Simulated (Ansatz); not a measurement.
Method: DFT PBE, scalar-relativistic, plane waves, PAW in Ansatz. Settings: cutoff 420 eV, Γ-centred meshes spaced at most about 0.3 Å⁻¹, and about 0.25 Å⁻¹ or finer for metals (2π included), Gaussian smearing. No spin polarisation in the final relaxations.

Each of these unrelaxed guesses is relaxed in cell and atoms within its symmetry. A guess keeps its type if space group and coordination stay and the shape of the cell changes little (axis ratios within about 15 %, angles within 6°); the volume may change.

1. AsO

Space group Fd-3m:1 (No. 227). a = 6.377 Å, b = 6.377 Å, c = 6.377 Å, α = 90.00°, β = 90.00°, γ = 90.00°
```json
{"atom": "As", "site": "8b", "symmetry": "-43m", "x": "0.0000", "y": "0.0000", "z": "0.5000"}
{"atom": "O", "site": "8a", "symmetry": "-43m", "x": "0.2500", "y": "0.2500", "z": "0.2500"}
```

2. BeBCl2

Space group P-3m1 (No. 164). a = 3.468 Å, b = 3.468 Å, c = 11.387 Å, α = 90.00°, β = 90.00°, γ = 120.00°
```json
{"atom": "Be", "site": "2d", "symmetry": "3m.", "x": "0.3333", "y": "0.6667", "z": "0.8563"}
{"atom": "B", "site": "2d", "symmetry": "3m.", "x": "0.6667", "y": "0.3333", "z": "0.3937"}
{"atom": "Cl", "site": "2d", "symmetry": "3m.", "x": "0.6667", "y": "0.3333", "z": "0.7126"}
{"atom": "Cl", "site": "1a", "symmetry": "-3m.", "x": "0.0000", "y": "0.0000", "z": "0.0000"}
{"atom": "Cl", "site": "1b", "symmetry": "-3m.", "x": "0.0000", "y": "0.0000", "z": "0.5000"}
```

**Question.** Which keep their type?

**Answer.** Guess 1 keeps its type. Symmetry leaves only the cell edge free in guess 1, so these can't change.

```json
{"guess": "1", "kept": "yes", "start group": "Fd-3m", "end group": "Fd-3m", "V start (Å³/atom)": "16.2", "V end": "12.3", "b/a and c/a, end over start": "1.00, 1.00", "nearest neighbours start": "As 8, O 8", "nearest neighbours end": "As 8, O 8"}
{"guess": "2", "kept": "no", "start group": "P-3m1", "end group": "P-3m1", "V start (Å³/atom)": "14.8", "V end": "16.7", "b/a and c/a, end over start": "1.00, 1.42", "nearest neighbours start": "B 6, Be 7, Cl 6", "nearest neighbours end": "B 3, Be 3, Cl 3/6"}
```

Neighbours count within 15 % of an atom's shortest distance; end groups are read at 0.02 Å (0.05 Å in metals).

Weakly bound directions are ill-defined at this level, which has no dispersion term (BeBCl2 P-3m1). Cells relaxed within their symmetry can be saddle points.

In counts of neighbours, a slash parts the counts of unlike sites.
